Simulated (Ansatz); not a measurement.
The start is a generated cell, KTaO3 placed in the 2H-BaNiO3 structure type. The structure is fully relaxed (lattice and positions, P = 0) with r2SCAN (plane waves to 500 eV, PAW, scalar-relativistic; Ansatz, a program for electronic structure).

Ansatz input (later rounds restart from its end on a renewed k-mesh):
Ansatz 0.2 input:
```yaml
crystal:
  lattice:
    - [6.0201747, 0, 0]
    - [-3.0100873, 5.2136242, 0]
    - [0, 0, 5.143346]
  atoms:
    - { symbol: K, position: [0.33333333, 0.66666667, 0.75] }
    - { symbol: K, position: [0.66666667, 0.33333333, 0.25] }
    - { symbol: Ta, position: [0, 0, 0] }
    - { symbol: Ta, position: [0, 0, 0.5] }
    - { symbol: O, position: [0.1461995, 0.292399, 0.25] }
    - { symbol: O, position: [0.707601, 0.8538005, 0.25] }
    - { symbol: O, position: [0.1461995, 0.8538005, 0.25] }
    - { symbol: O, position: [0.8538005, 0.707601, 0.75] }
    - { symbol: O, position: [0.292399, 0.1461995, 0.75] }
    - { symbol: O, position: [0.8538005, 0.1461995, 0.75] }
basis: { ecutwfc: 500, ecutrho_ratio: 4, xc_grid: 4, fft_grid_basis: typed }
kpoints: { mp_grid: { grid: [7, 7, 7] } }
hamiltonian:
  xc: r2scan
  dispersion: none
  pseudopotentials: { kind: paw }
scf: { occupations: { method: fermi_dirac, width: 0.05 } }
relax: { f_tol: 0.01, max_steps: 100, cell: { stress_tol: 0.02 } }
output: { forces: true, stress: true }
```

**Question.** How large is the pressure on the unrelaxed cell, and of which sign?

**Answer.** +4.3 GPa (positive: the cell is compressed).

**Question.** What is the largest force in the starting geometry, and on which atom (counted from 1)?

**Answer.** 0.42 eV/Å, on O5, O6, O7, O8, O9, O10 (atoms numbered as listed).

**Question.** By how much does the energy per atom fall from start to end?

**Answer.** 0.041 eV/atom.

**Question.** How does the volume change?

**Answer.** +5.1 %, from 16.14 to 16.97 Å³/atom.

**Question.** How do the shortest distances between atoms change?

**Answer.** The closest pairs of elements (up to four, under 3.6 Å), start → end: O–Ta 1.99 → 2.00 Å; Ta–Ta 2.57 → 2.69 Å; O–O 2.64 → 2.57 Å; K–O 3.02 → 3.03 Å.

**Question.** What band gap does the relaxed structure have at this level?

**Answer.** 2.62 eV, direct at Γ (no spin-orbit coupling).

**Question.** Give the final cell and atomic positions.

**Answer.** 
Space group P6₃/mmc (No. 194); a = b = 6.035 Å, c = 5.380 Å, α = β = 90.00°, γ = 120.00°

| atom | site | symmetry | x | y | z |
|---|---|---|---|---|---|
| K | 2d | -6m2 | 0.6667 | 0.3333 | 0.2500 |
| Ta | 2a | -3m. | 0.0000 | 0.0000 | 0.0000 |
| O | 6h | mm2 | 0.1421 | 0.2842 | 0.2500 |

The space group stays P6₃/mmc (No. 194) (the run could not lower it), with 10 atoms in the primitive cell. Final values are on a 7×7×6 k-mesh of the relaxed cell. No spin polarisation in the result.

The run could not lose the symmetry of its start: the end is stationary, and may be a saddle point rather than a minimum.

The relaxed structure here is a generated cell of KTaO3: the first start was made by placing the elements on the sites of a structure type, and the end was not matched to a known phase here, so it may be hypothetical. Known forms of KTaO3 include space group No. 221.
